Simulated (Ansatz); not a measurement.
Data:

HfO₂ (tetragonal-ZrO2 type, space group P4_2/nmc)

```yaml
crystal:
  lattice:
    - [3.56707, 0.00000, 0.00000]
    - [0.00000, 3.56707, 0.00000]
    - [0.00000, 0.00000, 5.16595]
  atoms:
    - { symbol: Hf, position: [0.00000, 0.00000, 0.00000] }
    - { symbol: Hf, position: [0.50000, 0.50000, 0.50000] }
    - { symbol: O, position: [0.00000, 0.50000, 0.20010] }
    - { symbol: O, position: [0.00000, 0.50000, 0.70010] }
    - { symbol: O, position: [0.50000, 0.00000, 0.29990] }
    - { symbol: O, position: [0.50000, 0.00000, 0.79990] }
```

Equation-of-state scan: isotropic scaling of the cell above, V₀ being its volume. The atoms relax within the cell's symmetry.

The numbers are results of PBEsol (plane waves to 420 eV, PAW, scalar-relativistic; Ansatz, a program for electronic structure), not measurements. k mesh 10×10×7 (Γ-centred), Fermi-Dirac smearing 0.05 eV. E stands for the smeared free energy. Compression counts positive. With the shape held, the modulus is that of even scaling; a crystal free to change shape is softer. HfO2 is run without spin polarisation. HfO2 was relaxed with its symmetry unable to fall. Spin-orbit coupling is left out, though Hf is heavy. This is a high-temperature form of HfO2. The zero of ΔE is the relaxed starting cell.

The scan covers V/V₀ from 0.840 to 1.160 in 13 points.

Problem. What is the fitted pressure derivative B₀′?

Solution. 4.8.

Problem. What bulk modulus at fixed cell shape B₀ follows from a third-order Birch-Murnaghan fit?

Solution. 207 GPa.

(Under strain, the slope of the energy per volume gives the stress and its curvature an elastic modulus.)
